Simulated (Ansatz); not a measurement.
**NiGe — electric field gradients**

The cell is a structure deposited in the COD, atoms as given.

Space group Pnma (No. 62); a = 5.3810, b = 3.4280, c = 5.8110 Å.

| site | Wyckoff | site symmetry | x | y | z |
| --- | --- | --- | --- | --- | --- |
| Ni | 4c | .m. | 0.9950 | 0.7500 | 0.1900 |
| Ge | 4c | .m. | 0.8120 | 0.7500 | 0.5830 |

One atom of each set is listed.

All values are calculated (Ansatz; DFT, PBE, plane waves and PAW, scalar-relativistic, collinear spin, 420 eV cutoff, Γ-centred 8×13×8 k-points, Fermi–Dirac smearing 0.02 eV), not measured. Start moments as typed (μB): 1.5 on each Ni, none on the rest.

C_Q = eQV_zz/h, which is 24.18 MHz for Q = 1 b and V_zz = 10²¹ V/m²; η = (V_xx − V_yy)/V_zz.

⁶¹Ni: I = 3/2, Q = 162.0 mb; Ge-73: I = 9/2, Q = -196.0 mb. Nuclear quadrupole moments: year-2017 set (Pyykkö).

(1) Give the quadrupolar parameters of the distinct sites.

## Answers

(1) 

```
site  atoms                               first shell  V_zz (10²¹ V/m²)     η  C_Q (MHz)
  Ni      4  6 Ge at 2.33–2.49 Å, 4 Ni at 2.78–2.80 Å             -0.67  0.94      -2.63
  Ge      4       6 Ni at 2.33–2.49 Å, 2 Ge at 2.82 Å             -6.07  0.73       28.7
```

The run finds no gap above 0.1 eV (a metal, or nearly one), so the gradients can move by 10 % or more with the k-mesh. With these PAW files V_zz is typically within 2 to 3 % of all-electron values, but misses above 10 % occur on Ni. The start moments die out, and the run ends without spin. Where η is near 1 the sign of V_zz means little.
